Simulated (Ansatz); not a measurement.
SiC in the 4H polytype structure, relaxed with r2SCAN in Ansatz 0.2.0. The symmetry is P6_3mc (No. 186, hexagonal); a = 3.078 Å, c = 10.077 Å in the conventional setting, 10.33 Å³ an atom. Si has 4 C at 1.88–1.89 Å; Si has 4 C at 1.89 Å; C has 4 Si at 1.89 Å; C has 4 Si at 1.88–1.89 Å.

The axes x, y and z are those of this cell:
```yaml
crystal:
  lattice:
    - [3.07756, 0.00000, 0.00000]
    - [-1.53878, 2.66524, 0.00000]
    - [0.00000, 0.00000, 10.07672]
  atoms:
    - { symbol: Si, position: [0.00000, 0.00000, 0.99986] }
    - { symbol: Si, position: [0.33333, 0.66667, 0.24991] }
    - { symbol: Si, position: [0.00000, 0.00000, 0.49986] }
    - { symbol: Si, position: [0.66667, 0.33333, 0.74991] }
    - { symbol: C, position: [0.00000, 0.00000, 0.18728] }
    - { symbol: C, position: [0.33333, 0.66667, 0.43795] }
    - { symbol: C, position: [0.00000, 0.00000, 0.68728] }
    - { symbol: C, position: [0.66667, 0.33333, 0.93795] }
```

Unstrained: With PBE the valence top lies at Γ and the conduction bottom at M, 2.226 eV higher; the smallest vertical gap, at M, is 3.349 eV. r2SCAN gives an indirect gap of 2.598 eV, from Γ to M; the least direct gap is 3.776 eV at M. With HSE06 the valence top lies at Γ and the conduction bottom at M, 3.140 eV higher; the smallest vertical gap, at M, is 4.375 eV. Meshes: PBE 12×12×4, r2SCAN 12×12×4, HSE06 6×6×2. Strains are changes of length per length. After each strain the atoms were relaxed again with r2SCAN within the symmetry that the strain leaves, so tilts or polar shifts that break it weren't tested; points keep the names that they have in the unstrained zone. (Simulation; spin polarisation is off.)

Q: For epitaxial -2.0 % in the xy plane, how far does the free direction move, and what happens to the gap?

A: The normal strain at zero normal stress is +0.38 %, 0.19 of the in-plane strain with the sign turned. PBE: the gap goes from 2.226 to 2.063 eV (-0.163 eV). r2SCAN: the gap goes from 2.598 to 2.438 eV (-0.160 eV). HSE06: the gap goes from 3.140 to 2.984 eV (-0.156 eV).

Q: Estimate what epitaxial -1.0 % in the xy plane, free normal strain +0.19 % does to the gap.

A: PBE: the gap goes from 2.226 to 2.152 eV (-0.074 eV). r2SCAN: the gap goes from 2.598 to 2.525 eV (-0.073 eV). HSE06: the gap goes from 3.140 to 3.070 eV (-0.070 eV). The r2SCAN energy rises by 4.1 meV an atom.

Q: Apply epitaxial -3.0 % in the xy plane, free normal strain +0.57 %. How far does the gap move, against the unstrained cell?

A: PBE: the gap goes from 2.226 to 1.960 eV (-0.266 eV). r2SCAN: the gap goes from 2.598 to 2.335 eV (-0.263 eV). HSE06: the gap goes from 3.140 to 2.885 eV (-0.255 eV). The r2SCAN energy rises by 38.9 meV an atom.

Q: Apply epitaxial +2.0 % in the xy plane, free normal strain -0.33 %. How far does the gap move, against the unstrained cell?

A: PBE: the gap goes from 2.226 to 2.139 eV (-0.087 eV); with r2SCAN the top three valence levels at Γ, grouped 2+1 from the top over 52 meV, become 1+2 over 140 meV. r2SCAN: the gap goes from 2.598 to 2.522 eV (-0.076 eV). HSE06: the gap goes from 3.140 to 3.055 eV (-0.085 eV). The r2SCAN energy rises by 15.4 meV an atom.

Q: For epitaxial +3.0 % in the xy plane, how far does the free direction move, and what happens to the gap?

A: The normal strain at zero normal stress is -0.50 %, 0.17 of the in-plane strain with the sign turned. PBE: the gap goes from 2.226 to 2.015 eV (-0.211 eV); with r2SCAN the top three valence levels at Γ, grouped 2+1 from the top over 52 meV, become 1+2 over 213 meV. r2SCAN: the gap goes from 2.598 to 2.388 eV (-0.210 eV). HSE06: the gap goes from 3.140 to 2.924 eV (-0.216 eV).

Q: For epitaxial +1.0 % in the xy plane, how far does the free direction move, and what happens to the gap?

A: The normal strain at zero normal stress is -0.17 %, 0.17 of the in-plane strain with the sign turned. PBE: the gap goes from 2.226 to 2.239 eV (+0.013 eV); with r2SCAN the top three valence levels at Γ, grouped 2+1 from the top over 52 meV, become 1+2 over 53 meV. r2SCAN: the gap goes from 2.598 to 2.603 eV (+0.005 eV). HSE06: the gap goes from 3.140 to 3.147 eV (+0.007 eV).

The meshes of the hybrids are coarse, so their gaps aren't converged to the digits shown.

The splittings at Γ are without spin-orbit coupling, which regroups them where it is of like size or larger.
